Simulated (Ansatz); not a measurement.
**CO2: gradients before and after relaxing the atoms**

Start: a structure deposited in the COD, atoms as given.

Space group Pa-3 (No. 205); a = 5.6240 Å.

| site | Wyckoff | site symmetry | x | y | z |
| --- | --- | --- | --- | --- | --- |
| C | 4a | .-3. | 0.0000 | 0.0000 | 0.0000 |
| O | 8c | .3. | 0.1185 | 0.1185 | 0.1185 |

One atom of each set is listed.

Method: Kohn–Sham DFT in Ansatz, PBE, plane waves and PAW (field gradients read without the response of the frozen cores, which leaves them typically 4 to 6 % off), scalar-relativistic, 420 eV cutoff, Γ-centred 4×4×4 k-points, Fermi–Dirac smearing 0.02 eV.

The largest force at the start is 1.5 eV/Å. Relaxing the ions at fixed cell moves them by 0.014 Å at most (atom 10, O) and 0.012 Å rms.

```csv
site,moved (Å),first shell before,first shell after,V_zz before (10²¹ V/m²),η before
C,0.000,"2 O at 1.15 Å, angle 180°","2 O at 1.17 Å, angle 180°",-2.63,0.00
O,0.014,1 C at 1.15 Å,1 C at 1.17 Å,6.88,0.00
```

Question: What are V_zz and η after the relaxation?

Answer: 

```csv
site,V_zz after,η after,change of V_zz
C,-2.63,0.00,0.00
O,7.52,0.00,+0.64
```

The largest change of V_zz is on O, from 6.88 to 7.52. In per cent, |V_zz| changes by 0 on C, +9 on O (all sites that start above 0.5).
